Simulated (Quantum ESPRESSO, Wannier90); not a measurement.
## Tight-binding from DFT: PbS (R3m)

Cell from Materials Project (mp-1057015), symmetrised, no further relaxation. Not found in the COD (Crystallography Open Database) copy used, which has the formula in other groups; not checked further. Method: LDA plane waves in Quantum ESPRESSO 7.5 (PseudoDojo norm-conserving files, 45 Ry, no spin polarisation, no spin-orbit coupling), Bloch states on a 10×10×10 mesh through Γ, Wannier90 4.0.1. Density: 10×10×10 mesh, cold smearing 0.01 Ry. Spin-orbit coupling is left out although heavy elements are present.

```
begin unit_cell_cart
ang
    2.1126601171    1.2197448873    3.4519170000
   -2.1126601171    1.2197448873    3.4519170000
    0.0000000000   -2.4394897746    3.4519170000
end unit_cell_cart
mp_grid = 10 10 10
```

Q: Which shells of neighbouring k-points and which b-vectors and weights does Wannier90 pick for this cell and mesh?

A: 
```
 *---------------------------------- K-MESH ----------------------------------*
 +----------------------------------------------------------------------------+
 |                    Distance to Nearest-Neighbour Shells                    |
 |                    ------------------------------------                    |
 |          Shell             Distance (Ang^-1)          Multiplicity         |
 |          -----             -----------------          ------------         |
 |             1                   0.182020                      2            |
 |             2                   0.182112                      6            |
 |             3                   0.210258                      6            |
 |             4                   0.297294                      6            |
 |             5                   0.297406                      6            |
 |             6                   0.348590                      6            |
 |             7                   0.348686                     12            |
 |             8                   0.348734                      6            |
       ... (lines left out)
 +----------------------------------------------------------------------------+
 | The b-vectors are chosen automatically                                     |
 | The following shells are used:                       1,  2                 |
 +----------------------------------------------------------------------------+
 |                        Shell   # Nearest-Neighbours                        |
 |                        -----   --------------------                        |
 |                          1               2                                 |
 |                          2               6                                 |
 +----------------------------------------------------------------------------+
 | Completeness relation is fully satisfied [Eq. (B1), PRB 56, 12847 (1997)]  |
 +----------------------------------------------------------------------------+
 |                  b_k Vectors (Ang^-1) and Weights (Ang^2)                  |
 |                  ----------------------------------------                  |
 |            No.         b_k(x)      b_k(y)      b_k(z)        w_b           |
 |            ---        --------------------------------     --------        |
 |             1         0.000000    0.000000    0.182020    11.322865        |
 |             2         0.000000    0.000000   -0.182020    11.322865        |
 |             3         0.000000   -0.171708    0.060673    11.305754        |
 |             4        -0.148703    0.085854    0.060673    11.305754        |
 |             5         0.148703    0.085854    0.060673    11.305754        |
 |             6         0.000000    0.171708   -0.060673    11.305754        |
 |             7         0.148703   -0.085854   -0.060673    11.305754        |
 |             8        -0.148703   -0.085854   -0.060673    11.305754        |
```
